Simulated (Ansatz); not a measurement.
PbSe (rock salt)

```
PbSe
1.0
    0.00000     3.10888     3.10888
    3.10888     0.00000     3.10888
    3.10888     3.10888     0.00000
Se Pb
1 1
Cartesian
  0.00000   0.00000   0.00000
  3.10888   3.10888   3.10888
```

The slice is a {110} plane (indices of the conventional cell) through the point (0.000, 0.000, 0.000) (fractional), spanned by u = [100] and v = [1 -1 -1] in vectors of this cell: u (4.40 Å) and v (6.22 Å, at 90° to u). It covers one period; positions are fractions (u, v).

Method: PBE (plane waves to 420 eV, PAW, scalar-relativistic; Ansatz, an electronic-structure program). k mesh 9×9×9. Near the nuclei the fields are pseudised (PAW); where an atom keeps semicore shells as valence, they peak there. PbSe was relaxed with its symmetry unable to fall. Spin-orbit coupling is left out, though Pb is heavy.

**Question.** Around which element is the density of the highest valence band (whole band, smooth part) largest on this plane?

**Answer.** Se. Mean over a disc round each atom, of radius 0.45 times the shortest bond: Se 0.112, Pb 0.037 e/Å³.

**Question.** Sketch the electrostatic potential energy of an electron, from the cell's mean on this plane as a map.

**Answer.** 
```
|xxxxxxxx66999999999966xxxxxx|
|xxxxxx228899999999998822xxxx|
|xxxx2277999999999999997722xx|
|5555778899999999999999887755|
|6666778899999999999999887766|
|1111446688999999999988664411|
|xxxx0022668899999988662200xx|
|xxxxxx004477999999774400xxxx|
|xxxxxxxx22668899886622xxxxxx|
|xxxxxxxx11668899886611xxxxxx|
|xxxxxxxx22668899886622xxxxxx|
|xxxxxx004477999999774400xxxx|
|xxxx0022668899999988662200xx|
|1111446688999999999988664411|
|6666778899999999999999887766|
|5555778899999999999999887755|
|xxxx2277999999999999997722xx|
|xxxxxx228899999999998822xxxx|
|xxxxxxxx66999999999966xxxxxx|
|xxxxxxxx66889999998866xxxxxx|
```
Scale: ten equal steps from -2.00 (start of '0') to 6.72 (end of '9'), in the order '0123456789'. Values: electrostatic potential energy of an electron, from the cell's mean, in eV. The map has 14 points along u (two characters each, u = 0 at the left) and 20 along v (v = 0 in the bottom row). Points within 1 Å of a nucleus are blanked (x), as the pseudised field means little there. Values under -2 eV are set to -2. The zero, the cell's mean, hangs on the PAW cores.
